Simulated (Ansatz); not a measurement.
The relaxed structure here is a generated cell of GePt3: the first start was made by placing the elements on the sites of a structure type, and the end was not matched to a known phase here, so it may be hypothetical.

The start is a generated cell, GePt3 built in the cementite structure type. The structure is fully relaxed (lattice and positions, P = 0) with r2SCAN (plane waves to 500 eV, PAW, scalar-relativistic; Ansatz, an electronic-structure program). The first steps use a coarse 3×2×3 k-mesh.

The start:
```
CELL_PARAMETERS angstrom
      6.91393     0.00000     0.00000
      0.00000     9.16605     0.00000
      0.00000     0.00000     6.14376
ATOMIC_POSITIONS crystal
  Pt 0.03600 0.25000 0.85200
  Pt 0.53600 0.25000 0.64800
  Pt 0.96400 0.75000 0.14800
  Pt 0.46400 0.75000 0.35200
  Pt 0.18600 0.06300 0.32800
  Pt 0.68600 0.43700 0.17200
  Pt 0.81400 0.56300 0.67200
  Pt 0.31400 0.93700 0.82800
  Pt 0.81400 0.93700 0.67200
  Pt 0.31400 0.56300 0.82800
  Pt 0.18600 0.43700 0.32800
  Pt 0.68600 0.06300 0.17200
  Ge 0.39000 0.25000 0.05000
  Ge 0.89000 0.25000 0.45000
  Ge 0.61000 0.75000 0.95000
  Ge 0.11000 0.75000 0.55000
```

- Initial pressure = -27 GPa (negative: the cell is under tension)
- Largest initial force = about 0.8 eV/Å, on Pt5, Pt6, Pt7, Pt8, Pt9, Pt10, Pt11, Pt12 (atoms numbered as listed)
- Outcome = The space group goes from Pnma (No. 62) to Imma (No. 74), with 8 atoms in the primitive cell
- Volume change = -36.9 %, from 24.33 to 15.35 Å³/atom
- Shortest distances (start → end) = The closest pairs of elements (up to four, under 3.6 Å), start → end: Ge–Pt 2.67 → 2.42 Å; Pt–Pt 3.40 → 2.77 Å
- Band gap at the end = zero (metallic)
- Optimiser moves = 22

It ends as:

```cif
data_Ge4Pt12
_chemical_formula_sum 'Pt12 Ge4'
_space_group_name_H-M_alt 'Imma'
_space_group_IT_number 74
_space_group_name_Hall '-I 2b 2'
_cell_length_a 5.63306
_cell_length_b 8.01890
_cell_length_c 5.43595
_cell_angle_alpha 90.000
_cell_angle_beta 90.000
_cell_angle_gamma 90.000
loop_
_atom_site_label
_atom_site_type_symbol
_atom_site_symmetry_multiplicity
_atom_site_Wyckoff_symbol
_atom_site_fract_x
_atom_site_fract_y
_atom_site_fract_z
_atom_site_occupancy
Pt1 Pt 4 e 0.00000 0.25000 0.08780 1
Pt2 Pt 8 g 0.25000 0.53476 0.25000 1
Ge1 Ge 4 e 0.00000 0.25000 0.53372 1
```
(The calculation used a cell of 8 atoms; values per cell refer to that cell.)

Final values are on a 10×10×10 k-mesh of the relaxed cell. No spin polarisation in the result.

The run could not lose the symmetry of its start, so the end can be a saddle point.
